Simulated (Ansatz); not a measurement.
## How much do the gradients of MgNb4VO12 depend on the method?

Cell: a computed structure from the Materials Project (it need not be an observed phase), taken as it stands.

```yaml
crystal:
  lattice:
    - [5.29412, 0.00000, 0.00000]
    - [0.01854, 5.73411, 0.00000]
    - [0.04245, 0.70954, 7.63556]
  atoms:
    - { symbol: Mg, position: [0.00088, 0.41845, 0.21352] }
    - { symbol: Nb, position: [0.98434, 0.98618, 0.01455] }
    - { symbol: Nb, position: [0.51045, 0.51188, 0.49296] }
    - { symbol: Nb, position: [0.01712, 0.98820, 0.51241] }
    - { symbol: Nb, position: [0.49099, 0.50996, 0.99380] }
    - { symbol: V, position: [0.00031, 0.41284, 0.70704] }
    - { symbol: O, position: [0.70695, 0.24923, 0.57789] }
    - { symbol: O, position: [0.91061, 0.06274, 0.26928] }
    - { symbol: O, position: [0.68646, 0.83831, 0.97274] }
    - { symbol: O, position: [0.81811, 0.71715, 0.57795] }
    - { symbol: O, position: [0.17785, 0.71303, 0.08633] }
    - { symbol: O, position: [0.63957, 0.52842, 0.26250] }
    - { symbol: O, position: [0.36940, 0.53310, 0.76177] }
    - { symbol: O, position: [0.81520, 0.35495, 0.96190] }
    - { symbol: O, position: [0.18359, 0.35973, 0.45699] }
    - { symbol: O, position: [0.28822, 0.25589, 0.07698] }
    - { symbol: O, position: [0.09650, 0.05506, 0.76990] }
    - { symbol: O, position: [0.31535, 0.83749, 0.46910] }
```

Atom numbers follow the list; atoms alike are taken as one site, whose name carries the number of the first.

First run. All values are calculated (Ansatz; DFT, PBE, plane waves and PAW, scalar-relativistic, collinear spin, 420 eV cutoff, Γ-centred 5×4×3 k-points, Fermi–Dirac smearing 0.02 eV), not measured. Start moments as typed (μB): 3 on each V, none on the rest.

```tsv
site	atom	V_zz (10²¹ V/m²)	η	m (μB)
Mg	1	0.93	0.33	0.00
Nb2	2	4.59	0.98	0.02
Nb3	3	-5.54	0.86	0.06
Nb4	4	5.03	0.74	0.05
Nb5	5	-5.99	0.82	0.05
V	6	1.61	0.48	1.94
O7	7	-3.65	0.37	0.00
O8	8	3.78	0.54	0.01
O10	10	-2.87	0.18	0.00
O13	13	-2.40	0.20	-0.01
O14	14	-3.09	0.24	0.00
O15	15	-2.75	0.36	0.00
O16	16	-2.73	1.00	0.01
O17	17	-4.02	0.39	0.01
```

Second run. The same atoms and settings, except that a Hubbard term is added (U = 4.1 eV on V d).

**Question.** Given the first result, estimate the second.

**Answer.** 

| site | atom | V_zz | η | change of V_zz | m (μB) |
| --- | --- | --- | --- | --- | --- |
| Mg | 1 | 0.87 | 0.35 | -0.06 | 0.00 |
| Nb2 | 2 | 4.57 | 0.99 | -0.02 | 0.01 |
| Nb3 | 3 | -5.74 | 0.88 | -0.20 | 0.01 |
| Nb4 | 4 | 5.21 | 0.70 | +0.18 | 0.01 |
| Nb5 | 5 | -6.24 | 0.75 | -0.25 | 0.02 |
| V | 6 | 1.40 | 0.79 | -0.21 | 2.18 |
| O7 | 7 | -3.28 | 0.19 | +0.37 | 0.00 |
| O8 | 8 | 3.88 | 0.53 | +0.10 | 0.00 |
| O10 | 10 | -2.49 | 0.67 | +0.38 | 0.00 |
| O13 | 13 | -2.12 | 0.50 | +0.28 | -0.01 |
| O14 | 14 | -2.77 | 0.50 | +0.32 | 0.00 |
| O15 | 15 | -2.57 | 0.56 | +0.18 | 0.00 |
| O16 | 16 | 2.76 | 0.97 | – | 0.01 |
| O17 | 17 | -3.54 | 0.93 | +0.48 | 0.00 |

The largest change of V_zz along a kept axis is on O17, from -4.02 to -3.54. In per cent, |V_zz| changes by -6 on Mg, 0 to +4 on Nb, -13 on V, -13 to +3 on O (all sites that start above 0.5, bar those whose gradient vanishes or changes sign or whose main axis turns by over 40°). Where |V_zz| stays above 0.1 and the axes keep their order, η moves most on O17, from 0.39 to 0.93. On O7 V_xx and V_yy change places (or their axes turn by over 50°), so the two values of η hide a larger change. On O16 the largest principal value lies along another axis in the second run, so the two V_zz can't be compared directly. The table leaves out 4 of the 18 sites, with |V_zz| up to 2.56; their tensors move by 0.13 at most along any direction. The statements above cover all sites.

The largest force is 0.6 eV/Å, so the atoms aren't at the calculated equilibrium and relaxing them would move these values. All moments are parallel here, as the start or the cell imposes; many such compounds order antiparallel, where fields and spin densities carried over to other atoms largely cancel. The magnetic order is the one that the run reached from its start moments, not necessarily the measured one.
For the first run: At this cell the PBE pressure is -5 GPa, so with PBE the cell would shrink if it were relaxed. The entry's cell may itself be off. Without spin–orbit coupling (the program notes it for Nb) the gradients can shift somewhat, as the gap is small. With a gap of 0.5 eV on this mesh, small gradients can still move by 0.1 × 10²¹ V/m² or more as the k-mesh gets denser.
For the second run: Without spin–orbit coupling (the program notes it for Nb) the gradients are little affected as a rule: paired runs on crystals with a gap mostly move them by under 2 % at such atoms.
